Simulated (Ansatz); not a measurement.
ZnAu, DFT, PBEsol, PAW with Ansatz's default frozen-core files, scalar-relativistic (Ansatz 0.2.0), run on 1 thread of Arm Neoverse V2 on a shared host.

The cell is COD entry 1510322, as deposited and not checked against the literature; nothing was relaxed. The listed cell was then made from it by scaling, straining or moving an atom.

Command: `ansatz run input.yaml --threads 1 --pin off --max-ram 3072MiB --backend cpu --events-out ev --progress --plain --runs-dir out`

```yaml
crystal:
  lattice:
    - [3.1884126438, 0.0, 0.0]
    - [0.0, 3.1884126438, 0.0]
    - [0.0, 0.0, 3.1884126438]
  atoms:
    - { symbol: Zn, position: [0.5, 0.5, 0.5] }
    - { symbol: Au, position: [0.0, 0.0, 0.0] }
kpoints:
  mp_grid: { grid: [13, 13, 13] }
scf:
  occupations: { method: fermi_dirac, width: 0.05 }
hamiltonian:
  xc: pbesol
  pseudopotentials: { kind: paw }
output:
  forces: true
  stress: true
  eigenvalues: true
  efg: { contact_densities: true }
  write_density: true
  write_potential: true
  elf: true
  volumetric_format: npy
```

**Question.** How large is the problem that the program sets up?

**Answer.** 84 irreducible k-points, 619 plane waves at Γ, 20 bands.

**Question.** About how long does it take, and how much memory does it use?

**Answer.** 5.1 s of wall time for 6 SCF iterations, with a peak of 0.41 GiB. Times on shared machines scatter by tens of per cent.

**Question.** And the same cell and mesh by all-electron PAW (datasets made for this crystal), asked for forces, stress, eigenvalues, efg, on the same hardware?

**Answer.** 9.3 s, peak memory 0.55 GiB.
